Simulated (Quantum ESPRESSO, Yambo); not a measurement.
SiO$_{2}$ (space group Fddd, No. 70). The geometry is that of Materials Project entry mp-555483, symmetrised and not relaxed again. Chain: norm-conserving LDA (Quantum ESPRESSO, 84 Ry, no spin-orbit coupling); G0W0 in Yambo (4×4×4 Γ-centred k mesh, 180 bands and a 6 Ry block in the screening, 180 bands in G with the Bruneval-Gonze terminator, plasmon pole fitted at 27.2 eV); BSE (6×6×6 mesh, 15 valence and 4 conduction bands, static screening with 92 bands and a 3 Ry block, scissor 3.20 eV, Tamm-Dancoff).

```
Property                                                             Value
--------------------------------------------  ----------------------------
LDA gap (dense path)                                               5.58 eV
LDA gap Γ → Γ on the GW mesh                                       5.58 eV
LDA smallest direct gap on the GW mesh, at Γ                       5.58 eV
G0W0 direct gap at that point                                      8.78 eV
G0W0 correction to the gap Γ → Γ                                   3.20 eV
direct gap on the BSE mesh, with the scissor                       8.78 eV
first BSE state allowed for light along x                          7.90 eV
lowest BSE state                                                   7.90 eV
binding of the lowest exciton                                      0.88 eV
RPA electronic dielectric constant along x    2.34 (4×4×4 mesh, LDA bands)
```

Rough cost of the Yambo steps against G0W0 for 10 states: BSE about 1/3, one RPA spectrum about 1/100.

Convergence of the G0W0 settings was not tested. The BSE states are vertical excitations (zero momentum). Convergence of the RPA response with its 4×4×4 mesh was not tested. Convergence of the binding with the mesh was not shown. Axes are Cartesian, with cell vectors (Å) (0.00, 4.72, 7.36), (2.36, 0.00, 7.36), (2.36, 4.72, 0.00).

This is not the ordinary phase of the substance; no match was found in the copy of COD used, and its stability was not checked.
